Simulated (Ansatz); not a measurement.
CoSi:
```cif
data_Co4Si4
_chemical_formula_sum 'Co4 Si4'
_space_group_name_H-M_alt 'P 1'
_space_group_IT_number 1
_cell_length_a 4.38560
_cell_length_b 4.38560
_cell_length_c 4.38560
_cell_angle_alpha 90.000
_cell_angle_beta 90.000
_cell_angle_gamma 90.000
loop_
_space_group_symop_operation_xyz
  'x, y, z'
loop_
_atom_site_label
_atom_site_type_symbol
_atom_site_fract_x
_atom_site_fract_y
_atom_site_fract_z
_atom_site_occupancy
Co1 Co 0.14566 0.14566 0.14566 1
Co2 Co 0.35434 0.85434 0.64566 1
Co3 Co 0.64566 0.35434 0.85434 1
Co4 Co 0.85434 0.64566 0.35434 1
Si1 Si 0.84329 0.84329 0.84329 1
Si2 Si 0.65671 0.15671 0.34329 1
Si3 Si 0.34329 0.65671 0.15671 1
Si4 Si 0.15671 0.34329 0.65671 1
```

Relaxed with PBEsol.

Q: Which orbitals make up the states near the Fermi level in PBEsol (plane waves, PAW; program Ansatz)?

A: Within 0.5 eV of the Fermi level: Co 3d 86 %, Si 3p 10 %. Projections are on Löwdin-orthogonalised atomic valence shells; empty p or d shells of many metals are not among them.

Q: Tabulate the density of states.

A: States/eV per cell of 8 atoms, in 0.25 eV bins, energy from the Fermi level.

```
E (eV)  total  Co 3d  Si 3p  Si 3s
------  -----  -----  -----  -----
-7.85    1.19   0.25   0.35   0.52
-7.60    1.48   0.31   0.47   0.57
-7.35    2.32   0.47   0.88   0.70
-7.10    1.71   0.35   0.74   0.41
-6.85    1.27   0.22   0.75   0.13
-6.60    1.63   0.33   0.95   0.16
-6.35    3.10   0.76   1.81   0.24
-6.10    2.65   0.68   1.47   0.23
-5.85    2.94   0.87   1.54   0.25
-5.60    3.07   0.94   1.62   0.22
-5.35    1.44   0.43   0.77   0.09
-5.10    4.64   1.56   2.44   0.31
-4.85    3.52   1.39   1.60   0.28
-4.60    4.42   1.98   1.88   0.29
-4.35    1.67   0.80   0.67   0.11
-4.10    6.33   3.35   2.39   0.32
-3.85    5.12   3.09   1.59   0.17
-3.60    5.71   3.75   1.53   0.16
-3.35    8.47   6.09   1.65   0.26
-3.10    7.75   5.92   1.14   0.18
-2.85   16.24  12.40   2.37   0.24
-2.60   10.13   7.98   1.55   0.15
-2.35    8.94   7.26   1.22   0.09
-2.10    7.50   6.20   0.91   0.09
-1.85    7.68   6.67   0.75   0.05
-1.60   10.21   9.45   0.41   0.05
-1.35   11.36  10.63   0.37   0.07
-1.10   10.70  10.04   0.33   0.06
-0.85    8.79   7.99   0.41   0.10
-0.60    5.51   4.97   0.34   0.05
-0.35    9.04   7.93   0.80   0.10
-0.10    4.27   3.53   0.55   0.07
0.15     0.70   0.57   0.09   0.02
0.40     1.74   1.34   0.28   0.07
0.65     3.89   2.70   0.86   0.18
0.90     3.35   2.13   0.90   0.16
1.15     2.00   1.19   0.58   0.12
1.40     1.74   0.98   0.50   0.16
1.65     2.75   1.54   0.56   0.52
1.90     3.30   1.65   0.82   0.62
2.15     3.83   1.70   1.04   0.78
2.40     4.32   1.73   1.28   0.84
2.65     3.11   1.11   0.99   0.62
2.90     3.75   1.21   1.30   0.65
3.15     4.93   1.42   1.81   0.72
3.40     3.10   0.80   1.20   0.47
3.65     3.21   0.70   1.22   0.47
3.90     4.08   0.82   1.58   0.56
4.15     3.96   0.71   1.59   0.52
4.40     4.00   0.64   1.71   0.47
4.65     3.50   0.50   1.48   0.35
```

Space group P2_13. The PBEsol relaxation kept the symmetry of its start; of distortions, only those at the zone centre were tested. The workflow began spin-polarised and lost its moments.

Potentials: the later of the program's two PAW sets.
